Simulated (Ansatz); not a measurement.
Relaxed-ion elastic tensor of BaF₂ (fluorite, Fm-3m) in GPa (Voigt order), LDA (plane waves, PAW; program Ansatz); density 5.27 g/cm³, 18.41 Å³ per atom.

|  | 1 | 2 | 3 | 4 | 5 | 6 |
|---|---|---|---|---|---|---|
| 1 | 106 | 54.8 | 54.8 | 0.0 | 0.0 | 0.0 |
| 2 | 54.8 | 106 | 54.8 | 0.0 | 0.0 | 0.0 |
| 3 | 54.8 | 54.8 | 106 | 0.0 | 0.0 | 0.0 |
| 4 | 0.0 | 0.0 | 0.0 | 28.9 | 0.0 | 0.0 |
| 5 | 0.0 | 0.0 | 0.0 | 0.0 | 28.9 | 0.0 |
| 6 | 0.0 | 0.0 | 0.0 | 0.0 | 0.0 | 28.9 |

Q: Is the crystal mechanically stable?

A: Yes: the smallest eigenvalue of C is 28.9 GPa.

Q: Work out the Voigt, Reuss and Hill averages.

A: K_V = 71.9, K_R = 71.9, K_H = 71.9; G_V = 27.6, G_R = 27.5, G_H = 27.5 GPa.

Q: Give Young's modulus, Poisson's ratio, Pugh's ratio and the universal anisotropy index.

A: E = 9KG/(3K + G) = 73.2 GPa; ν = 0.33; K/G = 2.61 (ductile by the Pugh limit of 1.75); A_U = 5G_V/G_R + K_V/K_R − 6 = 0.02.

Q: Estimate the sound speeds and the Debye temperature.

A: v_l = √((K + 4G/3)/ρ) = 4540 m/s, v_t = √(G/ρ) = 2280 m/s, mean 2560 m/s; Θ = (h/k)(3n/4πV)^(1/3) v_m = 289 K.

Q: Give the Zener ratio and Young's modulus along [100], [110] and [111].

A: A = 2C44/(C11 − C12) = 1.13; 1/E = S11 − 2(S11 − S12 − S44/2)Γ with Γ = 0, 1/4, 1/3 gives 68.6, 74.3, 76.5 GPa.

The cell was relaxed with LDA under the symmetry of its start; phonons on a q-mesh show no instability. Spin–orbit coupling is left out wherever it is not named.

Potentials: the later of the program's two PAW sets.
